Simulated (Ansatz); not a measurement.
**WC-type LuP**

The computed numbers are results of PBEsol, scalar-relativistic (no spin polarisation) in the plane-wave PAW code Ansatz at 420 eV, 10×10×8 k-mesh, Gaussian smearing of 0.05 eV. The datasets are Ansatz's generated set soft_2.

```yaml
crystal:
  lattice:
    - [3.76666, 0.00000, 0.00000]
    - [-1.88333, 3.26203, 0.00000]
    - [0.00000, 0.00000, 3.43163]
  atoms:
    - { symbol: Lu, position: [0.00000, 0.00000, 0.00000] }
    - { symbol: P, position: [0.66667, 0.33333, 0.50000] }
```

This is a trial structure: such lanthanide and actinide compounds mostly take the rock-salt structure.

The cell above was scaled in volume, and shape and atoms were relaxed at each volume within its symmetry. Energies are counted from the cell above.

The cell is relaxed to zero pressure at this level.

```tsv
V (Å³/atom)	ΔE (meV/atom)	P from the stress (GPa)
20.239	10.04	3.95
20.661	2.42	1.88
21.082	0.00	-0.01
21.504	2.30	-1.71
21.925	8.86	-3.25
```

Do the energies and the pressures agree? Compare −ΔE/ΔV between neighbouring points (1 meV/Å³ = 0.1602 GPa) with the mean of their pressures.

| interval (Å³/atom) | −ΔE/ΔV (GPa) | mean P (GPa) |
| --- | --- | --- |
| 20.24 to 20.66 | 2.9 | 2.9 |
| 20.66 to 21.08 | 0.9 | 0.9 |
| 21.08 to 21.50 | -0.9 | -0.9 |
| 21.50 to 21.93 | -2.5 | -2.5 |
They differ by 0.02 GPa at most.

What do the two routes give for V0, B0 and B0′?

A third-order Birch–Murnaghan fit of the energies: V0 = 21.08 Å³/atom, B0 = 89 GPa, B0′ = 4.0. A polynomial of P in ln V, with B = −dP/d ln V at P = 0: V0 = 21.08 Å³/atom, B0 = 90 GPa, B0′ = 4.0.

B0·V0 = 89.5 GPa × 21.08 Å³ = 11.77 eV/atom sets the scale: near the minimum ΔE ≈ ½ B0 V0 x², with x = V/V0 − 1, and a pressure of 0.9 GPa squeezes the volume by about 1 %. At the ends of the curve: x = −4.0 % predicts 9.4 meV/atom and the run gives 10.0; x = +4.0 % predicts 9.5 meV/atom and the run gives 8.9. The lopsidedness is anharmonic: atoms resist being pushed together more than being pulled apart.

Scalar-relativistic only: spin–orbit splittings of the heavy atoms' levels are missing. The run is a metal.
